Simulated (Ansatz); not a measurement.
# SiC with Hf replacing Si: gradients before and after relaxing the atoms

Start: a supercell of SiC (wurtzite type, P6_3mc) built from a COD entry, with all atoms left at the host's positions.

```
Hf Si C
1.0
     6.15200    0.00000    0.00000
    -4.61400    7.99168    0.00000
     0.00000    0.00000   10.09600
Hf Si C
1 23 24
Direct
  0.16667 0.22222 0.00000
  0.16667 0.22222 0.50000
  0.16667 0.55556 0.00000
  0.16667 0.55556 0.50000
  0.16667 0.88889 0.00000
  0.16667 0.88889 0.50000
  0.66667 0.22222 0.00000
  0.66667 0.22222 0.50000
  0.66667 0.55556 0.00000
  0.66667 0.55556 0.50000
  0.66667 0.88889 0.00000
  0.66667 0.88889 0.50000
  0.33333 0.11111 0.25000
  0.33333 0.11111 0.75000
  0.33333 0.44444 0.25000
  0.33333 0.44444 0.75000
  0.33333 0.77778 0.25000
  0.33333 0.77778 0.75000
  0.83333 0.11111 0.25000
  0.83333 0.11111 0.75000
  0.83333 0.44444 0.25000
  0.83333 0.44444 0.75000
  0.83333 0.77778 0.25000
  0.83333 0.77778 0.75000
  0.16667 0.22222 0.19250
  0.16667 0.22222 0.69250
  0.16667 0.55556 0.19250
  0.16667 0.55556 0.69250
  0.16667 0.88889 0.19250
  0.16667 0.88889 0.69250
  0.66667 0.22222 0.19250
  0.66667 0.22222 0.69250
  0.66667 0.55556 0.19250
  0.66667 0.55556 0.69250
  0.66667 0.88889 0.19250
  0.66667 0.88889 0.69250
  0.33333 0.11111 0.44250
  0.33333 0.11111 0.94250
  0.33333 0.44444 0.44250
  0.33333 0.44444 0.94250
  0.33333 0.77778 0.44250
  0.33333 0.77778 0.94250
  0.83333 0.11111 0.44250
  0.83333 0.11111 0.94250
  0.83333 0.44444 0.44250
  0.83333 0.44444 0.94250
  0.83333 0.77778 0.44250
  0.83333 0.77778 0.94250
```

Atoms are numbered from 1 in the order listed; like atoms form one site, named after its first atom.

Computed with Ansatz: DFT, PBE, plane waves and PAW, scalar-relativistic, 420 eV cutoff, Γ-centred 4×3×2 k-points, Fermi–Dirac smearing 0.01 eV.

The largest force at the start is 7.8 eV/Å. Relaxing the ions at fixed cell moves them by 0.249 Å at most (atom 40, C) and 0.067 Å rms.

| site | atom | moved (Å) | first shell before | first shell after | V_zz before (10²¹ V/m²) | η before |
| --- | --- | --- | --- | --- | --- | --- |
| Hf | 1 | 0.028 | 4 C at 1.87–1.94 Å | 4 C at 2.06–2.11 Å | 6.57 | 0.10 |
| Si2 | 2 | 0.034 | 4 C at 1.87–1.94 Å | 4 C at 1.89–1.92 Å | 1.87 | 0.00 |
| Si3 | 3 | 0.031 | 4 C at 1.87–1.94 Å | 4 C at 1.84–1.90 Å | 1.60 | 0.57 |
| Si6 | 6 | 0.026 | 4 C at 1.87–1.94 Å | 4 C at 1.87–1.88 Å | 1.68 | 0.01 |
| Si7 | 7 | 0.028 | 4 C at 1.87–1.94 Å | 4 C at 1.84–1.91 Å | 1.35 | 0.83 |
| Si8 | 8 | 0.027 | 4 C at 1.87–1.94 Å | 4 C at 1.87–1.88 Å | 1.72 | 0.01 |
| Si11 | 11 | 0.048 | 4 C at 1.87–1.94 Å | 4 C at 1.84–1.90 Å | 1.56 | 0.55 |
| Si13 | 13 | 0.067 | 4 C at 1.87–1.94 Å | 4 C at 1.85–1.89 Å | 1.42 | 0.41 |
| Si14 | 14 | 0.032 | 4 C at 1.87–1.94 Å | 4 C at 1.86–1.90 Å | 2.26 | 0.02 |
| Si15 | 15 | 0.065 | 4 C at 1.87–1.94 Å | 4 C at 1.86–1.89 Å | 1.42 | 0.42 |
| Si16 | 16 | 0.050 | 4 C at 1.87–1.94 Å | 4 C at 1.85–1.90 Å | 2.27 | 0.02 |
| Si19 | 19 | 0.066 | 4 C at 1.87–1.94 Å | 4 C at 1.85–1.89 Å | 1.42 | 0.41 |
| Si20 | 20 | 0.039 | 4 C at 1.87–1.94 Å | 4 C at 1.86–1.90 Å | 2.27 | 0.02 |
| C38 | 38 | 0.185 | 3 Si at 1.87–1.94 Å, 1 Hf at 1.87 Å | 3 Si at 1.84–1.86 Å, 1 Hf at 2.06 Å | -2.46 | 0.11 |
| C40 | 40 | 0.249 | 1 Hf at 1.87 Å, 3 Si at 1.87–1.94 Å | 3 Si at 1.84–1.85 Å, 1 Hf at 2.09 Å | -2.40 | 0.13 |
| C44 | 44 | 0.204 | 3 Si at 1.87–1.94 Å, 1 Hf at 1.87 Å | 3 Si at 1.84–1.86 Å, 1 Hf at 2.07 Å | -2.45 | 0.11 |

Question: How do the gradients change?

Answer: 

| site | atom | V_zz after | η after | change of V_zz |
| --- | --- | --- | --- | --- |
| Hf | 1 | -4.86 | 0.53 | – |
| Si2 | 2 | 1.05 | 0.02 | -0.82 |
| Si3 | 3 | -1.07 | 0.96 | – |
| Si6 | 6 | -0.14 | 0.91 | – |
| Si7 | 7 | -1.22 | 0.50 | – |
| Si8 | 8 | 0.095 | 0.22 | -1.62 |
| Si11 | 11 | -0.72 | 0.97 | – |
| Si13 | 13 | -0.54 | 0.23 | – |
| Si14 | 14 | 0.70 | 0.68 | -1.56 |
| Si15 | 15 | -0.53 | 0.16 | – |
| Si16 | 16 | 0.79 | 0.78 | – |
| Si19 | 19 | -0.54 | 0.19 | – |
| Si20 | 20 | 0.72 | 0.63 | -1.55 |
| C38 | 38 | -2.10 | 0.14 | +0.36 |
| C40 | 40 | -2.12 | 0.03 | +0.28 |
| C44 | 44 | -2.17 | 0.08 | +0.28 |

The largest change of V_zz along a kept axis is on Si8, from 1.72 to 0.095. The whole tensor moves most on Hf, by 6.65 along its most changed direction. In per cent, |V_zz| changes by -94 to -44 on Si, -15 to -11 on C (all sites that start above 0.5, bar those whose gradient vanishes or changes sign or whose main axis turns by over 40°). Where |V_zz| stays above 0.1 and the axes keep their order, η moves most on Si14, from 0.02 to 0.68. On C47, C36, C34, C30, C28 (not in the table) V_xx and V_yy change places (or their axes turn by over 50°), so the two values of η hide a larger change. On Hf, Si16, Si6, Si3, Si11, Si13, Si19, Si15 and 6 more sites (not all in the table) the largest principal value lies along another axis in the second run, so the two V_zz can't be compared directly. The table leaves out 32 of the 48 sites, with |V_zz| up to 2.31; their tensors move by 1.59 at most along any direction. The statements above cover all sites. The host's own positions weren't relaxed first, so part of the change far from the defect can be the host's relaxation.

The defect repeats with the cell of 48 atoms, so it feels its images: sites between two images don't show the values beside a lone defect, and zeros or small values of η there can come from the images' arrangement. C and Si carry a gradient in the pure host already, so the values there aren't the defect's effect alone. Without spin–orbit coupling the gradients at and beside Hf can be off by some per cent, at some sites by more.
Before: Forces reach 0.8 eV/Å even beyond 5.5 Å from the defect, so the host's positions may themselves be off equilibrium. The cell keeps the host's lattice, where the PBE pressure is 10 GPa. The neighbours have not yet relaxed around the defect (largest force 7.8 eV/Å), so the values at and beside it are those of a strained start, not of the defect in a real crystal.
After: The cell keeps the host's lattice, where the PBE pressure is 8 GPa.
